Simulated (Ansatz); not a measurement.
A distorted cell of TiN (rock salt):

```
CELL_PARAMETERS angstrom
      0.00000     2.02446     2.02446
      2.02446     0.00000     2.02446
      2.02446     2.02446     0.00000
ATOMIC_POSITIONS crystal
  N  0.00000 0.00000 0.00000
  Ti 0.50000 0.50000 0.50000
```

These are PBE (plane waves to 420 eV, PAW, scalar-relativistic; Ansatz, an electronic-structure program) values and carry that method's errors. k mesh 19×19×19 (Γ-centred), Fermi-Dirac smearing 0.05 eV. The energy includes the smearing's −TS. Stress and pressure are positive under compression. The PAW data are Ansatz's earlier set. TiN is run without spin polarisation. TiN was relaxed with its symmetry unable to fall.

**Question.** What is the stress tensor (GPa)?

**Answer.** 
```
   53.7      0.0      0.0
    0.0     53.7      0.0
    0.0      0.0     53.7
```
The pressure, a third of the trace, is 53.7 GPa.

**Question.** It is the relaxed cell scaled evenly to V/V₀ = 0.867, atoms relaxed where free. What is its energy relative to the relaxed cell?

**Answer.** 189 meV/atom.

(A scan under strain: stresses follow from slopes of the energy per volume, elastic moduli from its curvatures.)
